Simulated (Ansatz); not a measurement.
Ru:
Space group P6₃/mmc (No. 194); a = 2.690 Å, b = 2.690 Å, c = 4.251 Å, α = 90.00°, β = 90.00°, γ = 120.00°

```csv
atom,site,symmetry,x,y,z
Ru,2d,-6m2,0.6667,0.3333,0.2500
```

Relaxed at zero pressure with plane-wave PAW PBEsol (Ansatz code).

**Question.** The volume is raised by 3 % and shape and atoms relax at that volume. What pressure results, and how do the axes share the change?

**Answer.** -9.6 GPa; a 1.0 %, b 1.0 %, c 0.9 %; the energy rises by 12 meV/atom.

**Question.** Give the new structure.

**Answer.** 
Space group P6₃/mmc (No. 194); a = 2.718 Å, b = 2.718 Å, c = 4.289 Å, α = 90.00°, β = 90.00°, γ = 120.00°

| atom | site | symmetry | x | y | z |
|---|---|---|---|---|---|
| Ru | 2d | -6m2 | 0.6667 | 0.3333 | 0.2500 |

The phase is kept; no other phase was compared at this pressure.

Space group P6_3/mmc (hcp (Mg type)). The cell was relaxed with PBEsol under the symmetry of its start. The run is not spin-polarised. Axis ratios of metals converge slowly with the k-mesh, so a and c are less sure than the volume.

Potentials: the later of the program's two PAW sets.
